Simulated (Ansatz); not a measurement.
## Be2Zn3Se5: computed properties

The calculation used DFT PBE, scalar-relativistic, plane waves, PAW in Ansatz.

Cutoff 420 eV; k points 10×10×10 on the computed 10-atom cell (Γ-centred); Gaussian smearing, width 0.02 eV; no spin polarisation.

The structure is relaxed at this level of theory with its symmetry kept, and needn't be the ground state of this composition.

```
CELL_PARAMETERS angstrom
-1.93894 1.93894 13.93170
1.93894 -1.93894 13.93170
1.93894 1.93894 -13.93170
ATOMIC_POSITIONS crystal
Be 0.70563 0.70563 0.00000
Be 0.29437 0.29437 0.00000
Zn 0.89227 0.89227 0.00000
Zn 0.50000 0.50000 0.00000
Zn 0.10773 0.10773 0.00000
Se 0.25000 0.75000 0.50000
Se 0.83794 0.33794 0.50000
Se 0.44611 0.94611 0.50000
Se 0.05389 0.55389 0.50000
Se 0.66206 0.16206 0.50000
```

**Question.** Formation energy from the elements' standard states (uncorrected)?

**Answer.** -0.716 eV/atom.

**Question.** Kohn–Sham band gap?

**Answer.** 1.87 eV, direct at Γ.

**Question.** Orbital (Löwdin) character of the top 1 eV of the valence band?

**Answer.** Se 4p 90 %, unprojected 4 %.

**Question.** Electron masses at the edge by direction of the standard setting (m_e; one valley, along these axes only; no spin-orbit coupling)?

**Answer.** x: 0.15; y: 0.15; z: 0.15.

**Question.** Hole masses at the edge by direction of the standard setting (m_e; one valley, along these axes only; no spin-orbit coupling)?

**Answer.** x: 4.2, 0.13; y: 4.2, 0.13; z: 0.68, 0.68.

**Question.** Bader charge by site (e)?

**Answer.** Be (2 in the cell) 1.57, Zn (2 in the cell) 0.74, Zn (1 in the cell) 0.74, Se (1 in the cell) -1.56, Se (2 in the cell) -1.15, Se (2 in the cell) -0.75.

The cell was found from a structure generator's guess, not taken from experiment. Kohn–Sham gaps at this level usually fall short of measured ones.
